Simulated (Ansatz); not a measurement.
## Be (P6_3/mmc), clamped-ion strain scan

Level of theory: Ansatz 0.2.0, DFT r2SCAN, scalar-relativistic, plane waves, PAW. Cutoff 500 eV, Γ-centred 24×24×14 k-points, Gaussian smearing of 0.15 eV. No spin polarisation. Energies are free energies at this smearing, counted from the undisturbed cell; pressure is positive in compression.

The undisturbed cell (as given, not relaxed at this level; it stands at -4.8 GPa):

```
Be
1.0
     2.29950    0.00000    0.00000
    -1.14975    1.99143    0.00000
     0.00000    0.00000    3.60090
Be
2
Direct
  0.33333 0.66667 0.25000
  0.66667 0.33333 0.75000
```

The cell is strained by ε times the Voigt pattern (0, 1, 0, 0, 0, 0) (xx, yy, zz, yz, xz, xy; engineering shear) with fractional coordinates fixed. The cell is metallic on the mesh throughout.

| ε | ΔE (meV/atom) |
| --- | --- |
| -0.1000 | 66.2 |
| -0.0500 | 7.0 |
| 0.0000 | 0.0 |
| 0.0250 | 11.0 |
| 0.0750 | 57.1 |
| 0.1000 | 90.3 |

(1) Predict the stress summed along the pattern (GPa, tension positive) at each point.

## Answers

(1)
| ε | stress summed along the pattern (GPa, tension positive) |
| --- | --- |
| -0.1000 | -35.26 |
| -0.0500 | -11.74 |
| 0.0000 | 5.24 |
| 0.0250 | 11.83 |
| 0.0750 | 23.48 |
| 0.1000 | 27.83 |